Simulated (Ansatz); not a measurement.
## Two Ansatz runs on NiSb

The cell is the one relaxed in the Materials Project (mp-810), not relaxed further here; entries there can be hypothetical.

First run: DFT, r2SCAN, PAW with Ansatz's default frozen-core files, scalar-relativistic (Ansatz 0.2.0).

Command: `ansatz run input.yaml --threads 1 --pin off --max-ram 4096MiB --backend cpu --events-out ev --progress --plain --runs-dir out` The run took 78 s on 1 thread of AMD EPYC 7R43 64-Core Processor (Zen 3), on a shared host.

```yaml
crystal:
  lattice:
    - [3.929669766, 0.0, 0.0]
    - [-1.964834883, 3.4031938458, 0.0]
    - [0.0, 0.0, 5.11618717]
  atoms:
    - { symbol: Ni, position: [0.0, 0.0, 0.0] }
    - { symbol: Ni, position: [0.0, 0.0, 0.5] }
    - { symbol: Sb, position: [0.3333333333, 0.6666666667, 0.25] }
    - { symbol: Sb, position: [0.6666666667, 0.3333333333, 0.75] }
kpoints:
  mp_grid: { grid: [10, 10, 7] }
  band_path:
    path:
      - [0.0, 0.0, 0.0]
      - [0.5, 0.0, 0.0]
      - [0.3333333333, 0.3333333333, 0.0]
      - [0.0, 0.0, 0.0]
      - [0.0, 0.0, 0.5]
      - [0.5, 0.0, 0.5]
      - [0.3333333333, 0.3333333333, 0.5]
      - [0.0, 0.0, 0.5]
      - [0.5, 0.0, 0.5]
    npoints: 14
scf:
  occupations: { method: fermi_dirac, width: 0.08 }
hamiltonian:
  xc: r2scan
  pseudopotentials: { kind: paw }
output:
  forces: true
  stress: true
  eigenvalues: true
  efg: { contact_densities: true }
  populations: true
  bader: true
  dos: { projected: true, de: 0.2, e_range: [-14, 8] }
  write_density: true
  write_potential: true
  elf: true
  volumetric_format: npy
```

Result: converged; pressure 0.26 GPa; no gap on the k mesh; 10 SCF iterations.

Spin polarisation is left out, and whether a magnetic state lies lower isn't shown here.

No spin–orbit coupling, which matters for the heavy atoms here.

The input is then changed:

```diff
@@ -25,6 +25,7 @@
 scf:
   occupations: { method: fermi_dirac, width: 0.08 }
+  eigensolver: { kind: davidson }
 hamiltonian:
-  xc: r2scan
+  xc: pbesol
   pseudopotentials: { kind: paw }
 output:
@@ -34,9 +35,5 @@
   efg: { contact_densities: true }
   populations: true
-  bader: true
-  dos: { projected: true, de: 0.2, e_range: [-14, 8] }
-  write_density: true
-  write_potential: true
-  elf: true
-  volumetric_format: npy
+basis:
+  precision: f64
```

Task: Predict the outcome of the changed run.

Result: It converged; pressure -1.85 GPa; no gap on the k mesh; 8 SCF iterations.

The results part of its log:

```
SCF 1 converged in 8 iterations: F = -24427.368501 eV  dr2 = 3.11e-8
  Residual-converged pass: ⟨swp⟩=4.0  Hψ=6244  notcnv=0  max |occ|·‖R‖ = 6.6e-6 eV (tolerance 6.7e-6 eV)  dr2=2.46e-8  dr2_onsite=6.38e-9  max |Δocc| = 1.8e-9
  greatest PAW one-centre occupation: 1.001 electrons in one spin orbital (limit 2), on the Ni atom at site 1 (counted from 0), in its partial waves of l = 1
NSCF: frozen V_eff on 113 k-points
SCF converged after 8 iterations
Free energy (F): -24427.368501 eV
Harris-Foulkes:  -24427.368501 eV  (|F-HF|=1.63e-8)
Internal energy: -24427.321904 eV  (E = F + TS)
E sigma→0 (E₀):  -24427.345203 eV
Entropy (-TS):   -0.046597 eV (-11.649 meV/atom)
Fermi energy:    15.129332 eV
--- Per-component energies (eV) ---
  E_band       = -868.142260
  E_kinetic    = 989.556853
  E_local      = -11077.167616  (includes V_loc(G=0)·N_el)
  E_nonlocal   = 2013.072656
  E_hartree    = 4839.442196
  E_xc         = -446.003083
  E_vxc        = -414.863274  (∫ρ·V_xc dr)
  E_paw        = -12201.644076  (= ΣΔE_a)
  E_vpaw       = -2057.647083  (= ΣTr[D̂ρ^β])
  E_aug_tail   = 0.000912  (compensation charges beyond the density's cutoff)
  E_ewald      = -8545.638038
  E_core_change = 1.058292  (= ΣΔE_core)
  E_smearing   = -0.046597  (= −TS)
  E_closure    = -0.000000  (closes the sum)
  Σ components = -24427.368501   (vs F -24427.368501, Δ=0.00e0)
--- Forces (eV/Å), atoms counted from 1 ---
  atom   1  Ni     0.00000000    -0.00000000     0.00000000
  atom   2  Ni     0.00000000     0.00000000     0.00000000
  atom   3  Sb     0.00000000     0.00000000     0.00000000
  atom   4  Sb    -0.00000000     0.00000000     0.00000000
  max |Σ_I F_I| component: 4.63e-18 eV/Å
--- Stress (GPa, compression-positive) ---
       -1.612333       0.000000       0.000000
       -0.000000      -1.612333      -0.000000
        0.000000      -0.000000      -2.331331
  P = ⅓ Tr σ = -1.8520 GPa (-18.520 kbar)
--- PAW observables at the nuclei: V_zz in 10²¹ V/m², potentials from the cell's mean, atoms counted from 1 ---
  atom   1  Ni V_zz =    -2.127881   η = 0.0000   by run symmetry: allowed
            electrostatic potential = -3574.802389 V   contact ρ = 130123.459634 e/Å³
  atom   2  Ni V_zz =    -2.127881   η = 0.0000   by run symmetry: allowed
            electrostatic potential = -3574.802389 V   contact ρ = 130123.459634 e/Å³
  atom   3  Sb V_zz =    +8.137301   η = 0.0000   by run symmetry: allowed
            electrostatic potential = -8414.632542 V   contact ρ = 1348139.125665 e/Å³
  atom   4  Sb V_zz =    +8.137301   η = 0.0000   by run symmetry: allowed
            electrostatic potential = -8414.632542 V   contact ρ = 1348139.125665 e/Å³
--- Band table (eV; the first three rows and the last of 56) ---
  k-point 0: bands = ["-87.8521", "-87.8440", "-48.4326", "-48.4326", "-48.4255", "-48.4242", "-48.4242", "-48.3362", "-14.0223", "-14.0223", "-14.0009", "-13.9836", "-13.9666", "-13.9666", "-13.9666", "-13.9666", "-13.9611", "-13.9611", "2.1107", "6.6856", "8.8643", "11.1809", "11.1809", "11.9386", "12.5597", "12.5597", "13.0225", "13.0225", "13.8097", "13.8097", "15.1233", "15.7035", "15.7035", "17.6354", "17.6354", "18.2290", "19.1760", "20.4098", "21.5942", "21.5942"]
  k-point 1: bands = ["-87.8517", "-87.8444", "-48.4322", "-48.4322", "-48.4247", "-48.4247", "-48.4211", "-48.3406", "-14.0208", "-14.0208", "-14.0000", "-13.9844", "-13.9746", "-13.9746", "-13.9650", "-13.9650", "-13.9561", "-13.9561", "2.2276", "6.0034", "9.6627", "11.2503", "11.2503", "12.0097", "12.6050", "12.6050", "12.9038", "12.9038", "13.6747", "13.6747", "15.0163", "15.9408", "15.9408", "17.6246", "17.6246", "18.4370", "18.5586", "20.5899", "21.3576", "21.3576"]
  k-point 2: bands = ["-87.8506", "-87.8455", "-48.4310", "-48.4310", "-48.4258", "-48.4258", "-48.4088", "-48.3531", "-14.0162", "-14.0162", "-13.9973", "-13.9865", "-13.9863", "-13.9863", "-13.9612", "-13.9612", "-13.9529", "-13.9529", "2.5768", "4.9235", "11.0133", "11.4524", "11.4524", "12.1916", "12.5806", "12.5806", "12.7347", "12.7347", "13.4224", "13.4224", "14.8308", "16.4590", "16.4590", "17.3118", "17.5666", "17.5666", "19.0153", "20.7903", "20.9637", "20.9637"]
  k-point 55: bands = ["-87.8489", "-87.8471", "-48.4297", "-48.4296", "-48.4278", "-48.4277", "-48.3908", "-48.3710", "-14.0120", "-14.0114", "-14.0061", "-13.9867", "-13.9693", "-13.9679", "-13.9597", "-13.9586", "-13.9558", "-13.9535", "5.4113", "5.5682", "9.3611", "9.4449", "9.9859", "10.6162", "12.3339", "12.3689", "12.9168", "13.1297", "13.1509", "13.2294", "13.6416", "13.6851", "13.8973", "14.0292", "18.7774", "19.3079", "22.1057", "22.3234", "22.7193", "22.9724"]
--- Löwdin populations: 4 sites ---
  site symbol       q [e]
     0     Ni     17.6448
     1     Ni     17.6448
     2     Sb     15.1166
     3     Sb     15.1166
  spilling = 0.007231 (of n_electrons = 66.000000)
```
